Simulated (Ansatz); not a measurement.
Input for Ansatz (plane-wave DFT, PAW):

```yaml
crystal:
  lattice:
    - [0.0, 2.1898675894, 2.1898675894]
    - [2.1898675894, 0.0, 2.1898675894]
    - [2.1898675894, 2.1898675894, 0.0]
  atoms:
    - { symbol: Si, position: [0.0, 0.0, 0.0] }
    - { symbol: C, position: [0.25, 0.25, 0.25] }
basis:
  ecutwfc: 420
kpoints:
  mp_grid: { grid: [10, 10, 10] }
hamiltonian:
  xc: pbe
  dispersion: d3bj
scf:
  occupations: { method: gaussian, width: 0.02 }
output:
  forces: true
  stress: true
  eigenvalues: true
relax:
  adjacent_minimum: "off"
  f_tol: 0.005
  max_steps: 50
  cell: { stress_tol: 0.05 }
```

Command:
```bash
ansatz run input.yaml --threads 1 --pin off --max-ram 2560MiB --backend cpu --events-out ev --progress --plain --runs-dir out
```

Level of theory: Ansatz 0.2.0, DFT PBE+D3(BJ), scalar-relativistic, plane waves, PAW.

Part of what the program printed, abridged:

```
Pseudopotentials: kind: paw
Pseudopotential: Si, paw, valence charge 4, recommended cutoff 420 eV (normal)
Pseudopotential: C, paw, valence charge 4, recommended cutoff 420 eV (normal)
Functional definition: PBE
Crystal: 2 atoms, lattice volume = 21.003 Å³
Basis set: ecut = 420 eV, 411 PW (Γ), exchange–correlation on 48×48×48 points (8 copies of the dense FFT grid, shifted against one another)
Bands: 8, of which v1, the nominal top of the filled ones, is band 4 counted from 1 (3 counted from 0)
Symmetry: 24 space group operations
Space group: F-43m (ITA 216), of the structure as read, at distance tolerance 2.8e-5 Å
k-points: 47 of 1000 (time reversal used)
Initial density: superposition of atomic densities (neutral atoms: chi_scale 0, normalization atom), corrected by the library's trained network
Initial wavefunctions: pseudopotential atomic-orbital guess
Functional: x = pbe(κ = 0.804, μ = 0.21951497), c = pbe(β = 0.06672455)
SCF iter   1: F=—  HF=-887.753612 eV  |F-HF|=—  |Δ(HF+E_count)|=         —  Δρ=2.39e-3  dr2=1.28e-3  ethr=1.77e-3  ⟨swp⟩=6.1  Hψ=3160  notcnv=0
SCF iter   2: F=—  HF=-887.753543 eV  |F-HF|=—  |Δ(HF+E_count)|=   6.94e-5  Δρ=8.92e-4  dr2=1.12e-4  ethr=1.60e-5  ⟨swp⟩=2.6  Hψ=1067  notcnv=0
SCF iter   3: F=—  HF=-887.753546 eV  |F-HF|=—  |Δ(HF+E_count)|=   2.68e-6  Δρ=3.64e-4  dr2=7.21e-6  ethr=1.40e-6  ⟨swp⟩=2.6  Hψ=556  notcnv=0
SCF iter   4: F=—  HF=-887.753573 eV  |F-HF|=—  |Δ(HF+E_count)|=   2.79e-5  Δρ=4.20e-5  dr2=3.26e-7  ethr=9.02e-8  ⟨swp⟩=2.2  Hψ=547  notcnv=0
SCF iter   5: F=-887.753574 eV  HF=-887.753574 eV  |F-HF|=2.00e-9  |Δ(HF+E_count)|=   1.67e-7  Δρ=3.03e-6  dr2=8.40e-10  ethr=4.07e-9  ⟨swp⟩=2.2  Hψ=555  notcnv=0
SCF iter   6: F=-887.753574 eV  HF=-887.753574 eV  |F-HF|=2.42e-11  |Δ(HF+E_count)|=   2.17e-9  Δρ=3.62e-7  dr2=1.77e-11  ethr=1.05e-11  ⟨swp⟩=1.6  Hψ=1130  notcnv=0
SCF 1 converged in 6 iterations: F = -887.753574 eV  dr2 = 1.77e-11
relax step   1: F+E_penalty+E_count = -887.75357361 eV  Δ(F+E_penalty+E_count) = +0.000e0 eV  max|allowed force component| = 3.331e-16 eV/Å  Δτ_max = 0.0000 Å  P = -4.526 GPa  Ω = 21.003 Å³  (6 SCF iters, dr2 threshold 1.00e-7 eV, accepted)
Crystal: 2 atoms, lattice volume = 20.768 Å³
Initial density: handed on by an earlier stage of this run
Initial wavefunctions: those handed on with the density
SCF iter   1: F=—  HF=-887.759524 eV  |F-HF|=—  |Δ(HF+E_count)|=         —  Δρ=2.80e-3  dr2=2.00e-3  ethr=2.55e-5  ⟨swp⟩=1.0  Hψ=3142  notcnv=0
SCF iter   2: F=—  HF=-887.758933 eV  |F-HF|=—  |Δ(HF+E_count)|=   5.92e-4  Δρ=7.11e-4  dr2=8.86e-5  ethr=2.50e-5  ⟨swp⟩=2.4  Hψ=724  notcnv=0
SCF iter   3: F=—  HF=-887.758910 eV  |F-HF|=—  |Δ(HF+E_count)|=   2.30e-5  Δρ=2.12e-4  dr2=8.31e-6  ethr=1.11e-6  ⟨swp⟩=2.5  Hψ=539  notcnv=0
SCF iter   4: F=-887.758909 eV  HF=-887.758909 eV  |F-HF|=6.86e-8  |Δ(HF+E_count)|=   5.65e-7  Δρ=2.72e-5  dr2=9.87e-8  ethr=2.50e-9  ⟨swp⟩=3.1  Hψ=1549  notcnv=0
SCF 2 converged in 4 iterations: F = -887.758909 eV  dr2 = 9.87e-8
relax step   2: F+E_penalty+E_count = -887.75890924 eV  Δ(F+E_penalty+E_count) = -5.336e-3 eV  max|allowed force component| = 1.920e-16 eV/Å  Δτ_max = 0.0000 Å  P = -2.147 GPa  Ω = 20.768 Å³  energy of the carried Pulay correction = +4.186e-4 eV  (4 SCF iters, dr2 threshold 2.00e-7 eV, accepted)
Crystal: 2 atoms, lattice volume = 20.560 Å³
SCF iter   1: F=—  HF=-887.761144 eV  |F-HF|=—  |Δ(HF+E_count)|=         —  Δρ=2.53e-3  dr2=1.62e-3  ethr=2.07e-5  ⟨swp⟩=1.0  Hψ=3121  notcnv=0
SCF iter   2: F=—  HF=-887.760664 eV  |F-HF|=—  |Δ(HF+E_count)|=   4.80e-4  Δρ=6.38e-4  dr2=6.91e-5  ethr=2.03e-5  ⟨swp⟩=2.4  Hψ=724  notcnv=0
SCF iter   3: F=—  HF=-887.760646 eV  |F-HF|=—  |Δ(HF+E_count)|=   1.83e-5  Δρ=1.96e-4  dr2=6.93e-6  ethr=8.63e-7  ⟨swp⟩=2.5  Hψ=541  notcnv=0
SCF iter   4: F=-887.760646 eV  HF=-887.760646 eV  |F-HF|=6.41e-8  |Δ(HF+E_count)|=   2.55e-7  Δρ=2.62e-5  dr2=9.05e-8  ethr=2.50e-9  ⟨swp⟩=3.0  Hψ=1519  notcnv=0
SCF 3 converged in 4 iterations: F = -887.760646 eV  dr2 = 9.05e-8
relax step   3: F+E_penalty+E_count = -887.76064598 eV  Δ(F+E_penalty+E_count) = -1.737e-3 eV  max|allowed force component| = 1.342e-16 eV/Å  Δτ_max = 0.0000 Å  P = +0.066 GPa  Ω = 20.560 Å³  energy of the carried Pulay correction = +7.925e-4 eV  (4 SCF iters, dr2 threshold 2.00e-7 eV, accepted)
Crystal: 2 atoms, lattice volume = 20.566 Å³
SCF iter   1: F=—  HF=-887.760633 eV  |F-HF|=—  |Δ(HF+E_count)|=         —  Δρ=7.88e-5  dr2=1.29e-6  ethr=1.64e-8  ⟨swp⟩=1.0  Hψ=3117  notcnv=0
SCF iter   2: F=—  HF=-887.760636 eV  |F-HF|=—  |Δ(HF+E_count)|=   3.50e-6  Δρ=1.67e-5  dr2=5.81e-8  ethr=1.61e-8  ⟨swp⟩=2.4  Hψ=541  notcnv=0
SCF iter   3: F=-887.760636 eV  HF=-887.760636 eV  |F-HF|=3.11e-9  |Δ(HF+E_count)|=   1.18e-8  Δρ=6.10e-6  dr2=3.47e-9  ethr=1.37e-10  ⟨swp⟩=4.1  Hψ=1130  notcnv=0
SCF 4 converged in 3 iterations: F = -887.760636 eV  dr2 = 3.47e-9
relax step   4: F+E_penalty+E_count = -887.76063628 eV  Δ(F+E_penalty+E_count) = +9.700e-6 eV  max|allowed force component| = 1.480e-16 eV/Å  Δτ_max = 0.0000 Å  P = -0.001 GPa  Ω = 20.566 Å³  energy of the carried Pulay correction = +7.814e-4 eV  (3 SCF iters, dr2 threshold 1.09e-8 eV, accepted)
Initial wavefunctions: pseudopotential atomic-orbital guess (no wavefunctions were taken with the density)
SCF iter   1: F=—  HF=-887.759823 eV  |F-HF|=—  |Δ(HF+E_count)|=         —  Δρ=1.00e-4  dr2=3.32e-7  ethr=1.10e-7  ⟨swp⟩=3.0  Hψ=4192  notcnv=0
SCF iter   2: F=—  HF=-887.759828 eV  |F-HF|=—  |Δ(HF+E_count)|=   4.79e-6  Δρ=4.91e-5  dr2=7.08e-8  ethr=4.15e-9  ⟨swp⟩=2.4  Hψ=554  notcnv=0
SCF iter   3: F=—  HF=-887.759828 eV  |F-HF|=—  |Δ(HF+E_count)|=   1.96e-7  Δρ=1.51e-5  dr2=1.11e-8  ethr=8.85e-10  ⟨swp⟩=2.1  Hψ=565  notcnv=0
SCF iter   4: F=—  HF=-887.759828 eV  |F-HF|=—  |Δ(HF+E_count)|=   1.67e-8  Δρ=1.15e-6  dr2=7.58e-11  ethr=1.39e-10  ⟨swp⟩=2.1  Hψ=542  notcnv=0
SCF iter   5: F=-887.759828 eV  HF=-887.759828 eV  |F-HF|=1.48e-12  |Δ(HF+E_count)|=  1.23e-10  Δρ=1.06e-7  dr2=1.98e-12  ethr=1.00e-12  ⟨swp⟩=5.2  Hψ=1326  notcnv=0
SCF 5 converged in 5 iterations: F = -887.759828 eV  dr2 = 1.98e-12
SCF iter   1: F=—  HF=-887.759837 eV  |F-HF|=—  |Δ(HF+E_count)|=         —  Δρ=7.26e-5  dr2=1.33e-6  ethr=1.69e-8  ⟨swp⟩=1.0  Hψ=3117  notcnv=0
SCF iter   2: F=—  HF=-887.759840 eV  |F-HF|=—  |Δ(HF+E_count)|=   3.43e-6  Δρ=1.75e-5  dr2=5.24e-8  ethr=1.66e-8  ⟨swp⟩=2.5  Hψ=548  notcnv=0
SCF iter   3: F=-887.759840 eV  HF=-887.759840 eV  |F-HF|=6.81e-10  |Δ(HF+E_count)|=   1.53e-8  Δρ=5.30e-6  dr2=5.12e-9  ethr=1.29e-10  ⟨swp⟩=4.1  Hψ=1131  notcnv=0
SCF 6 converged in 3 iterations: F = -887.759840 eV  dr2 = 5.12e-9
relax step   6: F+E_penalty+E_count = -887.75983998 eV  Δ(F+E_penalty+E_count) = -1.182e-5 eV  max|allowed force component| = 1.087e-16 eV/Å  Δτ_max = 0.0000 Å  P =  0.000 GPa  Ω = 20.560 Å³  energy of the carried Pulay correction = +1.079e-5 eV  (3 SCF iters, dr2 threshold 1.03e-8 eV, accepted)
SCF iter   1: F=—  HF=-887.759836 eV  |F-HF|=—  |Δ(HF+E_count)|=         —  Δρ=5.64e-6  dr2=5.61e-9  ethr=8.96e-8  ⟨swp⟩=3.0  Hψ=4219  notcnv=0
SCF iter   2: F=—  HF=-887.759840 eV  |F-HF|=—  |Δ(HF+E_count)|=   3.93e-6  Δρ=2.45e-6  dr2=1.02e-9  ethr=7.01e-11  ⟨swp⟩=2.0  Hψ=564  notcnv=0
SCF iter   3: F=—  HF=-887.759840 eV  |F-HF|=—  |Δ(HF+E_count)|=  2.33e-10  Δρ=9.79e-7  dr2=1.72e-10  ethr=1.28e-11  ⟨swp⟩=2.6  Hψ=560  notcnv=0
SCF iter   4: F=-887.759840 eV  HF=-887.759840 eV  |F-HF|=5.34e-12  |Δ(HF+E_count)|=  4.18e-11  Δρ=1.95e-7  dr2=4.28e-12  ethr=1.00e-12  ⟨swp⟩=3.8  Hψ=1582  notcnv=0
SCF 7 converged in 4 iterations: F = -887.759840 eV  dr2 = 4.28e-12
SCF converged after 4 iterations
Free energy (F): -887.759840 eV
Harris-Foulkes:  -887.759840 eV  (|F-HF|=5.34e-12)
Internal energy: -887.759840 eV  (E = F + TS)
E sigma→0 (E₀):  -887.759840 eV
Fermi energy:    10.237180 eV
--- Per-component energies (eV) ---
  E_band       = 29.207720
  E_kinetic    = 136.072738
  E_local      = -104.019119  (includes V_loc(G=0)·N_el)
  E_nonlocal   = 51.930050
  E_hartree    = 31.994737
  E_xc         = -105.618460
  E_vxc        = -109.519789  (∫ρ·V_xc dr)
  E_paw        = -612.121662  (= ΣΔE_a)
  E_vpaw       = -9.245641  (= ΣTr[D̂ρ^β])
  E_aug_tail   = 0.000014  (compensation charges beyond the density's cutoff)
  E_ewald      = -285.391917
  E_disp       = -0.606219  (pairwise vdW)
  E_smearing   =  0.000000  (= −TS)
--- Forces (eV/Å), atoms counted from 1 ---
  atom   1  Si     0.00000000     0.00000000     0.00000000
  atom   2  C      0.00000000     0.00000000     0.00000000
--- Stress (GPa, compression-positive) ---
       -0.000444       0.000000       0.000000
        0.000000      -0.000444       0.000000
        0.000000       0.000000      -0.000444
  P = ⅓ Tr σ = -0.0004 GPa (-0.004 kbar)
--- Band table (eV; the first three rows and the last of 47) ---
  k-point 0: bands = ["-5.8939", "9.5603", "9.5603", "9.5603", "15.8487", "16.9146", "16.9146", "16.9146"]
  k-point 1: bands = ["-5.6975", "8.5511", "9.4267", "9.4267", "16.1067", "17.1582", "17.1582", "17.1921"]
  k-point 2: bands = ["-5.1170", "6.4255", "9.1196", "9.1196", "15.8153", "17.5151", "17.5151", "18.3933"]
  k-point 46: bands = ["-0.6353", "2.4134", "4.7400", "4.9654", "14.2533", "17.6597", "19.6393", "20.8174"]
--- Relaxed structure (5 steps of the walk, 5 accepted, 2 SCFs on fresh bases) ---
  F+E_penalty+E_count = -887.75983998 eV   max|allowed force component| = 1.665e-16 eV/Å   (the final SCF, on the basis selected at the relaxed cell)
  cell:  # Å, volume = 20.5600 Å³
    - [0.0, 2.17435680, 2.17435680]
    - [2.17435680, 0.0, 2.17435680]
    - [2.17435680, 2.17435680, 0.0]
  atoms:
    - { symbol: Si, position: [0.0, 0.0, 0.0] }
    - { symbol: C, position: [0.25, 0.25, 0.25] }
```

The relaxation met its thresholds.

The run took 6.9 s on 1 thread of Arm Neoverse V2, with other jobs on the host, peak memory 0.27 GiB.